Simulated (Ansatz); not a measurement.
# ZnS with indium replacing Zn: do the settings matter for the field gradients?

This input was run with Ansatz:

```yaml
crystal:
  lattice:
    - [7.622, 0.0, 0.0]
    - [-3.811, 6.6008456276, 0.0]
    - [0.0, 0.0, 12.468]
  atoms:
    - { symbol: In, position: [0.1666666666, 0.3333333334, 0.0] }
    - { symbol: Zn, position: [0.1666666666, 0.3333333334, 0.5] }
    - { symbol: Zn, position: [0.1666666666, 0.8333333334, 0.0] }
    - { symbol: Zn, position: [0.1666666666, 0.8333333334, 0.5] }
    - { symbol: Zn, position: [0.6666666666, 0.3333333334, 0.0] }
    - { symbol: Zn, position: [0.6666666666, 0.3333333334, 0.5] }
    - { symbol: Zn, position: [0.6666666666, 0.8333333334, 0.0] }
    - { symbol: Zn, position: [0.6666666666, 0.8333333334, 0.5] }
    - { symbol: Zn, position: [0.3333333334, 0.1666666666, 0.25] }
    - { symbol: Zn, position: [0.3333333334, 0.1666666666, 0.75] }
    - { symbol: Zn, position: [0.3333333334, 0.6666666666, 0.25] }
    - { symbol: Zn, position: [0.3333333334, 0.6666666666, 0.75] }
    - { symbol: Zn, position: [0.8333333334, 0.1666666666, 0.25] }
    - { symbol: Zn, position: [0.8333333334, 0.1666666666, 0.75] }
    - { symbol: Zn, position: [0.8333333334, 0.6666666666, 0.25] }
    - { symbol: Zn, position: [0.8333333334, 0.6666666666, 0.75] }
    - { symbol: S, position: [0.1666666666, 0.3333333334, 0.1925] }
    - { symbol: S, position: [0.1666666666, 0.3333333334, 0.6925] }
    - { symbol: S, position: [0.1666666666, 0.8333333334, 0.1925] }
    - { symbol: S, position: [0.1666666666, 0.8333333334, 0.6925] }
    - { symbol: S, position: [0.6666666666, 0.3333333334, 0.1925] }
    - { symbol: S, position: [0.6666666666, 0.3333333334, 0.6925] }
    - { symbol: S, position: [0.6666666666, 0.8333333334, 0.1925] }
    - { symbol: S, position: [0.6666666666, 0.8333333334, 0.6925] }
    - { symbol: S, position: [0.3333333334, 0.1666666666, 0.4425] }
    - { symbol: S, position: [0.3333333334, 0.1666666666, 0.9425] }
    - { symbol: S, position: [0.3333333334, 0.6666666666, 0.4425] }
    - { symbol: S, position: [0.3333333334, 0.6666666666, 0.9425] }
    - { symbol: S, position: [0.8333333334, 0.1666666666, 0.4425] }
    - { symbol: S, position: [0.8333333334, 0.1666666666, 0.9425] }
    - { symbol: S, position: [0.8333333334, 0.6666666666, 0.4425] }
    - { symbol: S, position: [0.8333333334, 0.6666666666, 0.9425] }
total_charge: 1
kpoints:
  mp_grid: { grid: [3, 3, 2] }
scf:
  occupations: { method: fermi_dirac, width: 0.01 }
  mixing: { preconditioner: local_kerker }
hamiltonian:
  xc: revpbe
  pseudopotentials: { kind: paw }
output:
  forces: true
  stress: true
  populations: true
  efg:
    quadrupole_moments_barn: { In: 0.772, Zn: 0.122, S: -0.0694 }
    contact_densities: true
  write_density: true
  write_potential: true
  elf: true
  volumetric_format: npy
```

It converged. Of its output the block on the nuclei alone is shown, without the SCF iterations, energies, forces and stress (one atom of each set, the first 14 sets):

```
--- PAW observables at the nuclei: V_zz in 10²¹ V/m², potentials from the cell's mean, atoms counted from 1 ---
  atom   1  In V_zz =    +4.196646   η = 0.0000   by run symmetry: allowed   C_q = +78.3383 MHz
            electrostatic potential = -7935.243699 V   contact ρ = 1133490.755546 e/Å³
  atom   2  Zn V_zz =    +2.449174   η = 0.0000   by run symmetry: allowed   C_q = +7.2249 MHz
            electrostatic potential = -3942.370877 V   contact ρ = 166677.937044 e/Å³
  atom   3  Zn V_zz =    -1.082851   η = 0.6745   by run symmetry: allowed   C_q = -3.1944 MHz
            electrostatic potential = -3941.762966 V   contact ρ = 166677.785108 e/Å³
  atom   4  Zn V_zz =    +2.210096   η = 0.0453   by run symmetry: allowed   C_q = +6.5197 MHz
            electrostatic potential = -3942.401966 V   contact ρ = 166677.869110 e/Å³
  atom   9  Zn V_zz =    -1.183838   η = 0.9743   by run symmetry: allowed   C_q = -3.4923 MHz
            electrostatic potential = -3942.091987 V   contact ρ = 166677.819398 e/Å³
  atom  10  Zn V_zz =    +3.430460   η = 0.0516   by run symmetry: allowed   C_q = +10.1197 MHz
            electrostatic potential = -3942.124309 V   contact ρ = 166678.245049 e/Å³
  atom  15  Zn V_zz =    +1.293069   η = 0.0000   by run symmetry: allowed   C_q = +3.8145 MHz
            electrostatic potential = -3942.244014 V   contact ρ = 166677.797941 e/Å³
  atom  16  Zn V_zz =    +2.374981   η = 0.0000   by run symmetry: allowed   C_q = +7.0061 MHz
            electrostatic potential = -3942.266211 V   contact ρ = 166678.035083 e/Å³
  atom  17  S  V_zz =    +3.376487   η = 0.0000   by run symmetry: allowed   C_q = -5.6660 MHz
            electrostatic potential = -1632.970069 V   contact ρ = 19777.818351 e/Å³
  atom  18  S  V_zz =    -0.459162   η = 0.0000   by run symmetry: allowed   C_q = +0.7705 MHz
            electrostatic potential = -1633.454055 V   contact ρ = 19777.702309 e/Å³
  atom  19  S  V_zz =    -0.473168   η = 0.9103   by run symmetry: allowed   C_q = +0.7940 MHz
            electrostatic potential = -1633.374625 V   contact ρ = 19777.694286 e/Å³
  atom  20  S  V_zz =    -0.741873   η = 0.3856   by run symmetry: allowed   C_q = +1.2449 MHz
            electrostatic potential = -1633.509453 V   contact ρ = 19777.695692 e/Å³
  atom  25  S  V_zz =    +0.391822   η = 0.4075   by run symmetry: allowed   C_q = -0.6575 MHz
            electrostatic potential = -1633.608163 V   contact ρ = 19777.666709 e/Å³
  atom  26  S  V_zz =    +3.973591   η = 0.5130   by run symmetry: allowed   C_q = -6.6680 MHz
            electrostatic potential = -1632.816991 V   contact ρ = 19777.653189 e/Å³
```

(1) Can these gradients be trusted, and how do they compare with a run on standard settings?

Answers

(1) They agree with the standard run. Against the standard input the change is `hamiltonian.xc`: pbe → revpbe; `scf.mixing.preconditioner`: not typed → local_kerker. A site carries the number of its first atom; V_zz in 10²¹ V/m².

| site | atom | V_zz standard | η standard | V_zz here | η here |
| --- | --- | --- | --- | --- | --- |
| In | 1 | 4.15 | 0.00 | 4.20 | 0.00 |
| Zn2 | 2 | 2.43 | 0.00 | 2.45 | 0.00 |
| Zn4 | 4 | 2.20 | 0.05 | 2.21 | 0.05 |
| Zn10 | 10 | 3.41 | 0.05 | 3.43 | 0.05 |
| Zn15 | 15 | 1.29 | 0.00 | 1.29 | 0.00 |
| Zn16 | 16 | 2.36 | 0.00 | 2.37 | 0.00 |
| S17 | 17 | 3.38 | 0.00 | 3.38 | 0.00 |
| S19 | 19 | -0.47 | 0.90 | -0.47 | 0.91 |
| S20 | 20 | -0.74 | 0.38 | -0.74 | 0.39 |
| S25 | 25 | 0.40 | 0.40 | 0.39 | 0.41 |
| S26 | 26 | 3.99 | 0.52 | 3.97 | 0.51 |
| S32 | 32 | -2.01 | 0.00 | -2.00 | 0.00 |

The largest change of V_zz is on In, from 4.15 to 4.20. In per cent, |V_zz| changes by +1 on In, 0 to +1 on Zn, 0 on S (all sites that start above 0.5). The table leaves out 4 of the 16 sites, with |V_zz| up to 1.19; their tensors move by 0.01 at most along any direction. The statements above cover all sites. SCF iterations: 10 and 9.

On the reference run: The defect repeats with the cell of 32 atoms, so it feels its images: sites between two images don't show the values beside a lone defect, and zeros or small values of η there can come from the images' arrangement. S and Zn carry a gradient in the pure host already, so the values there aren't the defect's effect alone. A uniform background compensates the cell's charge. Without spin–orbit coupling (the program notes it for In) the gradients are little affected as a rule: paired runs on crystals with a gap mostly move them by under 2 % at such atoms. The neighbours have not yet relaxed around the defect (largest force 2.0 eV/Å), so a real crystal will differ.
